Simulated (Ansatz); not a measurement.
# MoI₃ in the ReO3-type structure

Level of theory: DFT, PBE+U (U_eff = 4.4 eV on Mo 4d), scalar-relativistic, collinear spin; plane waves to 420 eV with PAW datasets (Ansatz 0.2.0), 6×6×6 k-mesh, Gaussian smearing of 0.05 eV. The datasets are Ansatz's generated set soft_2.

```
Mo I
1.0
     5.81509    0.00000    0.00000
     0.00000    5.81509    0.00000
     0.00000    0.00000    5.81509
Mo I
1 3
Direct
  0.00000 0.00000 0.00000
  0.50000 0.00000 0.00000
  0.00000 0.00000 0.50000
  0.00000 0.50000 0.00000
```

The structure was built from a prototype; whether the compound forms in it isn't claimed. The ideal cubic cell shuts out tilts of the octahedra, which such structures often take.

Magnetic state: ferromagnetic, site spin moments Mo 3.13; I -0.16 μB.

Question: Which orbitals carry the states at the Fermi level, and how many states are there?

Answer: Within 0.1 eV of it: I 5p 90 %, Mo 4d 9 % (shares among the projected shells; no valence p shell of Mo is among them). The Fermi level sits on a steep edge: the density of states is 5.3, 4.0 and 2.6 states/eV per cell at −0.1, 0 and +0.1 eV.

Density of states (tetrahedra, averaged over 0.5 eV; states/eV per cell of 4 atoms; energy in eV from the Fermi level; projections on Löwdin-orthogonalised atomic orbitals, summed over sites):

```csv
E,total,I 5p,Mo 4d up,Mo 4d down,Mo 5s,I 5s
-4.60,0.5,0.3,0.0,0.0,0.1,0.0
-4.10,2.8,1.4,1.2,0.0,0.2,0.0
-3.60,7.3,2.4,4.6,0.0,0.2,0.0
-3.10,2.2,1.4,0.6,0.0,0.1,0.0
-2.60,5.2,4.5,0.1,0.5,0.0,0.0
-2.10,1.4,1.3,0.0,0.1,0.0,0.0
-1.60,2.3,2.1,0.0,0.1,0.0,0.0
-1.10,6.0,5.2,0.6,0.1,0.0,0.1
-0.60,9.8,8.6,1.0,0.1,0.1,0.1
-0.10,5.6,5.1,0.4,0.0,0.0,0.0
0.40,0.7,0.3,0.3,0.0,0.0,0.0
0.90,0.6,0.3,0.2,0.0,0.0,0.0
1.40,0.5,0.2,0.2,0.0,0.0,0.0
1.90,0.5,0.2,0.2,0.0,0.0,0.0
2.40,0.4,0.2,0.2,0.0,0.0,0.0
2.90,1.2,0.2,0.1,0.7,0.1,0.1
3.40,2.6,0.1,0.0,2.1,0.2,0.1
3.90,4.8,0.4,0.0,3.9,0.1,0.0
4.40,1.7,0.2,0.0,1.1,0.1,0.0
4.90,1.0,0.2,0.0,0.3,0.2,0.0
```

Open d and f shells can converge to several self-consistent states; this is the one that the run reached. These numbers lack spin–orbit coupling. The program warned that the potential is rough where the density is thin (voids or gaps), so long spacings are poorly fixed. Site moments are of spin, integrated over atomic spheres. The moments were started parallel, and the real magnetic order may be another.
